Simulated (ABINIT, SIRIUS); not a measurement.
Given: the input of a run of SIRIUS 7.10.0 on Ta3N. The cell comes from a database or a generator and needn't be the stable form of this composition.

sirius.json

```json
{
  "control": {
    "processing_unit": "cpu",
    "verbosity": 2,
    "num_bands_to_print": 32,
    "print_forces": true,
    "print_stress": true
  },
  "parameters": {
    "electronic_structure_method": "pseudopotential",
    "xc_functionals": ["XC_GGA_X_PBE_SOL", "XC_GGA_C_PBE_SOL"],
    "gk_cutoff": 9.2,
    "pw_cutoff": 18.4,
    "ngridk": [10, 10, 4],
    "shiftk": [0, 0, 0],
    "smearing": "fermi_dirac",
    "smearing_width": 0.0018374661,
    "num_bands": 32,
    "num_mag_dims": 0,
    "num_dft_iter": 100,
    "energy_tol": 1e-08,
    "density_tol": 1e-06
  },
  "iterative_solver": {
    "type": "davidson",
    "min_tolerance": 1e-09,
    "tolerance_scale": [0.1, 0.25]
  },
  "mixer": {
    "type": "anderson",
    "beta": 0.7,
    "max_history": 8
  },
  "settings": {
    "tol_ne": 1e-10,
    "pseudo_grid_cutoff": 6.5
  },
  "unit_cell": {
    "lattice_vectors": [
      [5.730072885652, 0.0, 0.0],
      [-2.86503644292, 4.962388684537, 0.0],
      [0.0, 0.0, 14.218558254163]
    ],
    "atom_coordinate_units": "lattice",
    "atom_types": ["Ta", "N"],
    "atom_files": {
      "N": "N.json",
      "Ta": "Ta.json"
    },
    "atoms": {
      "Ta": [
        [0.6666666667, 0.3333333333, 0.82607],
        [0.3333333333, 0.6666666667, 0.17393],
        [0.0, 0.0, 0.5]
      ],
      "N": [
        [0.0, 0.0, 0.0]
      ]
    }
  }
}
```

Potentials or basis: PseudoDojo 0.4.1 PBEsol standard (scalar relativistic).

Run with:

```console
$ upf_to_json N.upf
$ upf_to_json Ta.upf
$ OMP_NUM_THREADS=1 sirius.scf --input=sirius.json --output=out.json --task=0
```

Problem. Set up the same calculation for ABINIT 10.8.3 (patched build). Potentials or basis there: PseudoDojo NC SR PBEsol v0.4.1 standard, cutoff 1143 eV.

Solution. As run (cutoffs and basis follow the program's own potentials, and thresholds, step limits or extra output files can differ):

Contents of run.abi:

```
# Pseudopotentials
pp_dirpath "./"
pseudos "Ta.upf, N.upf"

# Structure
acell 3*1.0 Angstrom
rprim
     3.0322239879     0.0000000000     0.0000000000
    -1.5161119940     2.6259830035     0.0000000000
     0.0000000000     0.0000000000     7.5241370000
ntypat 2
znucl 73 7
natom 4
typat 1 1 1 2
xred
     0.6666666667     0.3333333333     0.8260700000
     0.3333333333     0.6666666667     0.1739300000
     0.0000000000     0.0000000000     0.5000000000
     0.0000000000     0.0000000000     0.0000000000

# Plane-wave basis
ecut 42.0

# k points
kptopt 1
ngkpt 10 10 4
nshiftk 1
shiftk 0.0 0.0 0.0

# Exchange and correlation
ixc -116133

# Bands and occupations
nband 27
occopt 3
tsmear 0.05 eV

# SCF cycle
nstep 100
tolvrs 1.0e-10

# Output
iomode 3
prtwf 0
prtden 0
prteig 0
prtebands 0
enunit 1
```

Potentials or basis: PseudoDojo NC SR PBEsol v0.4.1 standard.

Run with:

```sh
$ abinit run.abi > log 2>&1
```

Both were run:

|  | SIRIUS | ABINIT |
| --- | --- | --- |
| Pressure | -8.1 GPa | -8.1 GPa |
| Largest force | 0.396 eV/Å | 0.396 eV/Å |

Pressure is positive in compression.
